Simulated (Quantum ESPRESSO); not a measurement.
## InAlGa2P4 (input and log of a self-consistent run)

A calculation, not a measurement. The program is pw.x of Quantum ESPRESSO 7.5 (plane-wave density functional theory). The cell is made up: 8 atoms on a zincblende/diamond lattice, with randomly drawn elements, strain and displacements, not relaxed. PseudoDojo standard norm-conserving files (v0.5 for PBE, v0.4.1 for LDA and PBEsol) set the functional; there is no spin polarisation, spin-orbit coupling or dispersion term, and the masses in the input are unused placeholders.

Input:

```
&control calculation='scf', pseudo_dir='./dojo.nc.sr.pbe.v0_5.standard.upf', outdir='./o', disk_io='low', tprnfor=.true., tstress=.true. /
&system ibrav=0, nat=8, ntyp=4, nbnd=37, ecutwfc=101.20763327, nosym=.true., tot_charge=0,
 occupations='smearing', smearing='fd', degauss=0.0018374661
/
&electrons conv_thr=7.350e-09, electron_maxstep=60, /
ATOMIC_SPECIES
Al 1.0 Al.upf
Ga 1.0 Ga.upf
In 1.0 In.upf
P 1.0 P.upf
CELL_PARAMETERS angstrom
5.6124 -0.0142 0.0218
-0.0142 5.5751 -0.0233
0.0218 -0.0233 5.5243
ATOMIC_POSITIONS angstrom
In 0.091 0.0953 -0.0367
Al 0.0838 2.8325 2.748
Ga 2.9236 -0.1627 2.8059
Ga 2.7723 2.8529 0.0532
P 1.3165 1.421 1.3687
P 1.3106 4.2027 4.1378
P 4.1455 1.2392 4.1272
P 4.2406 4.1967 1.4002
K_POINTS automatic
6 6 6 1 1 1
```

The log is shortened where brackets say so; the opening notice, blank lines, dates and the lines on written files are dropped, and the path of the files is cut. It prints rydbergs, bohrs and kilobars, and counts compression as positive stress.

```
     Program PWSCF v.7.5
     Parallel version (MPI & OpenMP), running on       4 processor cores
     Number of MPI processes:                 4
     Threads/MPI process:                     1
     [start-up lines left out]
     bravais-lattice index     =            0
     lattice parameter (alat)  =      10.6060  a.u.
     unit-cell volume          =    1166.4283 (a.u.)^3
     number of atoms/cell      =            8
     number of atomic types    =            4
     number of electrons       =        62.00
     number of Kohn-Sham states=           37
     kinetic-energy cutoff     =     101.2076  Ry
     charge density cutoff     =     404.8305  Ry
     scf convergence threshold =      7.3E-09
     mixing beta               =       0.7000
     number of iterations used =            8  plain     mixing
     Exchange-correlation= PBE
                           (   1   4   3   4   0   0   0)
     [axes and pseudopotential details left out]
   Cartesian axes
     site n.     atom                  positions (alat units)
         1        In     tau(   1) = (   0.0162139   0.0169801  -0.0065390  )
         2        Al     tau(   2) = (   0.0149311   0.5046806   0.4896248  )
         3        Ga     tau(   3) = (   0.5209124  -0.0289891   0.4999412  )
         4        Ga     tau(   4) = (   0.4939545   0.5083154   0.0094789  )
         5        P      tau(   5) = (   0.2345674   0.2531866   0.2438681  )
         6        P      tau(   6) = (   0.2335161   0.7488160   0.7372524  )
         7        P      tau(   7) = (   0.7386244   0.2207944   0.7353638  )
         8        P      tau(   8) = (   0.7555688   0.7477469   0.2494806  )
     number of k points=   108  Fermi-Dirac smearing, width (Ry)=  0.0018
     Number of k-points >= 100: set verbosity='high' to print them.
     Dense  grid:   160441 G-vectors     FFT dimensions: (  72,  72,  72)
     Estimated max dynamical RAM per process >     520.21 MB
     Estimated total dynamical RAM >       1.92 GB
     Initial potential from superposition of free atoms
     starting charge      61.9877, renormalised to      62.0000
     Starting wfcs are   47 randomized atomic wfcs
     total cpu time spent up to now is       10.7 secs
     per-process dynamical memory:   441.4 Mb
     Self-consistent Calculation
     iteration #  1     ecut=   101.21 Ry     beta= 0.70
     Davidson diagonalization with overlap
     ethr =  1.00E-02,  avg # of iterations =  4.0
     Threshold (ethr) on eigenvalues was too large:
     Diagonalizing with lowered threshold
     Davidson diagonalization with overlap
     ethr =  5.79E-04,  avg # of iterations =  2.0
     total cpu time spent up to now is       54.8 secs
     total energy              =    -498.86836952 Ry
     estimated scf accuracy    <       0.36817489 Ry
     iteration #  2     ecut=   101.21 Ry     beta= 0.70
     Davidson diagonalization with overlap
     ethr =  5.94E-04,  avg # of iterations =  2.3
     total cpu time spent up to now is       76.4 secs
     total energy              =    -498.95723402 Ry
     estimated scf accuracy    <       0.08911166 Ry
     iteration #  3     ecut=   101.21 Ry     beta= 0.70
     Davidson diagonalization with overlap
     ethr =  1.44E-04,  avg # of iterations =  3.8
     total cpu time spent up to now is       99.5 secs
     total energy              =    -498.97393679 Ry
     estimated scf accuracy    <       0.00584574 Ry
     iteration #  4     ecut=   101.21 Ry     beta= 0.70
     Davidson diagonalization with overlap
     c_bands:  1 eigenvalues not converged
     c_bands:  1 eigenvalues not converged
     ethr =  9.43E-06,  avg # of iterations = 12.0
     total cpu time spent up to now is      132.1 secs
     total energy              =    -498.97547865 Ry
     estimated scf accuracy    <       0.00213701 Ry
     iteration #  5     ecut=   101.21 Ry     beta= 0.70
     Davidson diagonalization with overlap
     ethr =  3.45E-06,  avg # of iterations =  4.5
     total cpu time spent up to now is      156.1 secs
     total energy              =    -498.97584886 Ry
     estimated scf accuracy    <       0.00007738 Ry
     iteration #  6     ecut=   101.21 Ry     beta= 0.70
     Davidson diagonalization with overlap
     ethr =  1.25E-07,  avg # of iterations =  4.0
     total cpu time spent up to now is      181.4 secs
     total energy              =    -498.97587305 Ry
     estimated scf accuracy    <       0.00001096 Ry
     iteration #  7     ecut=   101.21 Ry     beta= 0.70
     Davidson diagonalization with overlap
     ethr =  1.77E-08,  avg # of iterations =  2.2
     total cpu time spent up to now is      201.5 secs
     total energy              =    -498.97587520 Ry
     estimated scf accuracy    <       0.00000097 Ry
     iteration #  8     ecut=   101.21 Ry     beta= 0.70
     Davidson diagonalization with overlap
     ethr =  1.57E-09,  avg # of iterations =  3.8
     total cpu time spent up to now is      224.7 secs
     total energy              =    -498.97587559 Ry
     estimated scf accuracy    <       0.00000012 Ry
     iteration #  9     ecut=   101.21 Ry     beta= 0.70
     Davidson diagonalization with overlap
     ethr =  1.94E-10,  avg # of iterations =  2.7
     total cpu time spent up to now is      246.8 secs
     total energy              =    -498.97587562 Ry
     estimated scf accuracy    <       0.00000002 Ry
     iteration # 10     ecut=   101.21 Ry     beta= 0.70
     Davidson diagonalization with overlap
     ethr =  3.90E-11,  avg # of iterations =  2.3
     total cpu time spent up to now is      268.7 secs
     End of self-consistent calculation
     [lines on levels left out]
!    total energy              =    -498.97587563 Ry
     estimated scf accuracy    <          1.4E-09 Ry
     smearing contrib. (-TS)   =      -0.00000000 Ry
     internal energy E=F+TS    =    -498.97587563 Ry
     The total energy is F=E-TS. E is the sum of the following terms:
     one-electron contribution =    -231.85222730 Ry
     hartree contribution      =     158.54284638 Ry
     xc contribution           =    -142.58167181 Ry
     ewald contribution        =    -283.08482290 Ry
     convergence has been achieved in  10 iterations
     Forces acting on atoms (cartesian axes, Ry/au):
     atom    1 type  3   force =    -0.07522028   -0.00613929    0.00796958
     atom    2 type  1   force =    -0.05455792   -0.03155067    0.00280588
     atom    3 type  2   force =    -0.05501294    0.02548953   -0.00811846
     atom    4 type  2   force =    -0.00057255   -0.02450699   -0.01628521
     atom    5 type  4   force =     0.10452658    0.05224289    0.07758359
     atom    6 type  4   force =     0.09555509   -0.06838854   -0.04669559
     atom    7 type  4   force =    -0.01117559    0.10005207   -0.01709786
     atom    8 type  4   force =    -0.00354238   -0.04719902   -0.00016194
     Total force =     0.250356     Total SCF correction =     0.000148
     Computing stress (Cartesian axis) and pressure
          total   stress  (Ry/bohr**3)                   (kbar)     P=       47.89
   0.00025328  -0.00000044   0.00005191           37.26       -0.06        7.64
  -0.00000044   0.00032358   0.00033803           -0.06       47.60       49.73
   0.00005191   0.00033803   0.00039972            7.64       49.73       58.80
     init_run     :      9.74s CPU     10.32s WALL (       1 calls)
     electrons    :    254.94s CPU    257.99s WALL (       1 calls)
     forces       :      3.63s CPU      3.66s WALL (       1 calls)
     stress       :     12.54s CPU     13.06s WALL (       1 calls)
     [timing details left out]
     PWSCF        :   4m41.45s CPU   4m45.77s WALL
     JOB DONE.
```

In other units: free energy -6788.913 eV for the cell, pressure 4.79 GPa, largest force component 2.687 eV/Å. This run is the check on a run of the same cell at 1088 eV and a 4 x 4 x 4 mesh: rerunning at 1377 eV and a 6 x 6 x 6 mesh moved values by no more than 0.008 eV in energy, 0.02 GPa in stress and 0.002 eV/Å in force.